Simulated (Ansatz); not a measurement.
A geometry of Na away from equilibrium: the start of the relaxation of a relaxed Na cell shaken by Gaussian noise of σ = 0.08 Å a coordinate. Level of theory: r2SCAN (plane waves to 500 eV, PAW, scalar-relativistic; Ansatz, a quantum-chemistry and plane-wave program). Γ-centred k-mesh 7×7×7 on the run's cell, Fermi–Dirac smearing 0.05 eV.

```xyz
8
Lattice="6.7208 0.0000 0.0000 0.0000 6.7208 0.0000 0.0000 0.0000 6.7208" Properties=species:S:1:pos:R:3 pbc="T T T"
Na     1.8391    -0.0350     3.4752
Na     5.2161     0.0781     3.3922
Na    -0.0375     3.3323     1.6374
Na    -0.0079     3.3709     4.9715
Na     3.4384     1.6119    -0.0666
Na     3.4695     5.0766     0.1487
Na     0.0401     0.1414    -0.0006
Na     3.2654     3.5052     3.2314
```

### Question
Predict the force on each atom, in eV/Å.

### Answer
| atom | Fx | Fy | Fz |
|---|---|---|---|
| Na1 | -0.03 | 0.08 | -0.05 |
| Na2 | -0.06 | 0.00 | -0.03 |
| Na3 | 0.01 | 0.07 | -0.02 |
| Na4 | 0.00 | 0.05 | 0.04 |
| Na5 | -0.03 | 0.14 | 0.00 |
| Na6 | -0.03 | -0.07 | -0.12 |
| Na7 | 0.06 | -0.12 | 0.04 |
| Na8 | 0.08 | -0.14 | 0.13 |

### Question
What is the pressure?

### Answer
0.0 GPa, compression positive.

### Question
How far above the relaxed end point is this geometry?

### Answer
0.01 eV/atom; the path ends in Cc (No. 9) at a tolerance of 0.01 Å, Pm-3n (No. 223) at 0.1 Å.

No spin polarisation in the result.

The end of the path is a generated cell of Na: the first start was made by placing the elements on the sites of a structure type, and the end was not matched to a known phase here, so it may be hypothetical. Known forms of Na include space group No. 229.
